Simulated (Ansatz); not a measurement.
ZnInGaO₄ in space group R3m (No. 160; Pearson symbol hR7), plane-wave PAW PBEsol (Ansatz code), all energies at zero smearing, with the estimated change up to a 700 eV cutoff added, with one set of potentials and settings (totals compare only within such a set). Cell of 7 atoms (1 Zn, 1 In, 1 Ga, 4 O): -14794.684 eV.

```tsv
element	reference phase	E (eV/atom)
Zn	P6_3/mmc, 2 atoms in the cell	-3280.9105
In	I4/mmm, 1 atoms in the cell	-5525.4724
Ga	Cmce, 4 atoms in the cell	-3743.2073
O	C2/m, 4 atoms in the cell, spin-polarised	-558.3609
```

Formation energy per atom, worked out: (-14794.684 − 1×(-3280.9105) − 1×(-5525.4724) − 1×(-3743.2073) − 4×(-558.3609))/7 = -1.664 eV/atom (-161 kJ per mol of atoms), at 0 K, without zero-point energy or fitted corrections.

The cell was relaxed with PBEsol under the symmetry of its start. The references are the lowest solids computed at this level, not always the standard phases (solids in place of the gases).

Potentials: the earlier of the program's two PAW sets. The files were generated under PBE; for other functionals the program regenerates the frozen cores, and for LDA and PBEsol the local potential too.
